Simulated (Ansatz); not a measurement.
Cu Kα1 powder pattern (kinematic, no thermal factors).
2θ (°) (relative intensity): 16.21 (7), 32.76 (21), 38.22 (2), 38.52 (14), 40.61 (100), 41.28 (25), 42.89 (20), 47.44 (58), 49.22 (2), 62.13 (14), 68.87 (22), 69.48 (2), 69.82 (12), 71.30 (1), 75.40 (10), 78.39 (11), 78.78 (3), 81.79 (2), 83.13 (13), 83.58 (20), 84.47 (5), 84.66 (3), 87.89 (10), 89.67 (1)

The pattern is computed from a structure relaxed with Ansatz, DFT PBE, scalar-relativistic, plane waves, PAW. Collinear spin, ending at -2.0 μB a primitive cell. Its elements are Ni, Pt.

Question: Give the structure.

Answer: Ni$_{2}$Pt$_{3}$.
Space group R-3m:H (No. 166). a = 2.724 Å, b = 2.724 Å, c = 32.775 Å, α = 90.00°, β = 90.00°, γ = 120.00°
| atom | site | symmetry | x | y | z |
| --- | --- | --- | --- | --- | --- |
| Ni | 6c | 3m | 0.3333 | 0.6667 | 0.8620 |
| Pt | 6c | 3m | 0.6667 | 0.3333 | 0.7404 |
| Pt | 3a | -3m | 0.0000 | 0.0000 | 0.0000 |

A pattern alone doesn't exclude other cells with like lines; this is the one computed.

The structure comes from a generated guess; another structure or a mixture of phases may lie lower.
